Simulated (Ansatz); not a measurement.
Relaxed PtS2 (CdI2 type):

```yaml
crystal:
  lattice:
    - [7.11862, 0.00000, 0.00000]
    - [-1.77966, 3.08245, 0.00000]
    - [0.00000, 0.00000, 4.38472]
  atoms:
    - { symbol: Pt, position: [0.00000, 0.00000, 0.00000] }
    - { symbol: Pt, position: [0.50000, 0.00000, 0.00000] }
    - { symbol: S, position: [0.33333, 0.33333, 0.27118] }
    - { symbol: S, position: [0.83333, 0.33333, 0.27118] }
    - { symbol: S, position: [0.16667, 0.66667, 0.72882] }
    - { symbol: S, position: [0.66667, 0.66667, 0.72882] }
```

In this cell atom 6 (S, nearest neighbour Pt at 2.374 Å; its periodic images, 3.6 Å or more away, move with it) is moved by s along Cartesian [111], unit vector (0.577, 0.577, 0.577); all other atoms and the cell stay fixed.

Calculation: PBEsol-D3(BJ) (plane waves to 420 eV, PAW, scalar-relativistic; Ansatz, an electronic-structure program). k mesh 6×12×9 (Γ-centred), Fermi-Dirac smearing 0.05 eV. Energies are smeared free energies. With partly filled bands, energies and forces of such displacements shift with the k mesh and the smearing. PtS2 is run without spin polarisation. PtS2 was relaxed with its symmetry unable to fall. Spin-orbit coupling is left out, though Pt is heavy. ΔE is measured from the undisplaced structure. The last digit holds for this mesh only.

| s (Å) | ΔE (meV/cell) |
|---|---|
| -0.470 | 714.4 |
| -0.376 | 513.4 |
| -0.282 | 324.8 |
| -0.188 | 160.9 |
| -0.094 | 44.7 |
| 0.000 | 0.0 |
| 0.094 | 55.1 |
| 0.188 | 246.9 |
| 0.282 | 625.4 |
| 0.376 | withheld |
| 0.470 | 2242.9 |

Problem. Fit a polynomial form (powers 2, 3, 4) to the given rows and predict ΔE at s = 0.376.

Solution. Least squares on the 10 given rows: ΔE = (5637)·s² + (7308)·s³ + (4813)·s⁴, in meV/cell with s in Å; root-mean-square residual 7.77 meV/cell. At 0.376 the fit gives 1281.6 meV/cell; the calculation gives 1259.2 meV/cell, so the interpolation is off by 22.4 (+1.8 %). The quadratic term alone would give 796.9 meV/cell.

(A displaced cell: forces are minus the slopes of the energy, force constants its curvatures, and phonons follow from these.)
